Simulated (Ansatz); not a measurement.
**Ti: energy along a strain**

Ti, Im-3m, a = 3.282 Å (as given, not relaxed at this level: -6.7 GPa). This isn't the element's structure at ambient conditions. Ansatz: PBEsol, PAW, 420 eV, Γ-centred 20×20×20 mesh on 1 atom, Gaussian smearing 0.15 eV; no spin polarisation. Cell vectors (Å): -1.641 1.641 1.641; 1.641 -1.641 1.641; 1.641 1.641 -1.641. The cell is strained by x per cent times the pattern (0 0 0 0 1 0) in the order xx yy zz yz xz xy (engineering shears), with fractional coordinates held. y is the free energy over the start, V0 = 17.676 Å³/atom. Symmetry makes y even in x.

| x (%) | y (meV/atom) |
| --- | --- |
| -2.00 | 0.73 |
| -1.00 | 0.18 |
| 0.00 | 0.00 |
| 0.25 | ? |
| 0.50 | 0.05 |
| 0.75 | 0.10 |
| 1.25 | 0.28 |
| 1.50 | 0.41 |
| 1.75 | 0.56 |

Fit y = c2 x² + c4 x⁴ to the other rows, get the stiffness along the pattern, and predict the missing energy.

Least squares on the rows shown. y = 0.1800 x² + 0.0006921 x⁴. The clamped-ion stiffness p·C·p = 2 × 1.800 eV × 160.2 / 17.676 Å³ = 33 GPa, which is C55 in these axes (C44 of the cubic crystal) (second derivative at the start, which stands under stress). At x = 0.25 the fit asked for gives 0.01 meV/atom. The run gave 0.01 meV/atom, the same to the digits shown.